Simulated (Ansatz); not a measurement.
CdSe (rock salt, Fm-3m) under volume change, DFT-PBEsol in the program Ansatz with PAW potentials, scaled uniformly.

```csv
V (Å³/atom),E − E(relaxed) (meV/atom),P (GPa)
20.273,48.1,8.42
20.942,20.1,5.11
21.610,4.7,2.34
22.278,0.0,0.00
22.947,___,___
23.615,15.9,-3.60
24.283,___,___
```

Question: Fill in the missing entries.

Answer: 
- 22.947, E − E(relaxed) (meV/atom): 4.2
- 22.947, P (GPa): -1.96
- 24.283, E − E(relaxed) (meV/atom): 33.9
- 24.283, P (GPa): -4.98

Question: What does a third-order Birch–Murnaghan fit give for V₀, B₀ and B′?

Answer: V₀ = 22.28 Å³/atom, B₀ = 71.1 GPa, B′ = 4.8.

This is a known high-pressure phase of the composition, computed here at zero pressure and temperature. Symmetry was held in the PBEsol relaxation; of distortions, only those at the zone centre were tested.

Potentials: the later of the program's two PAW sets.
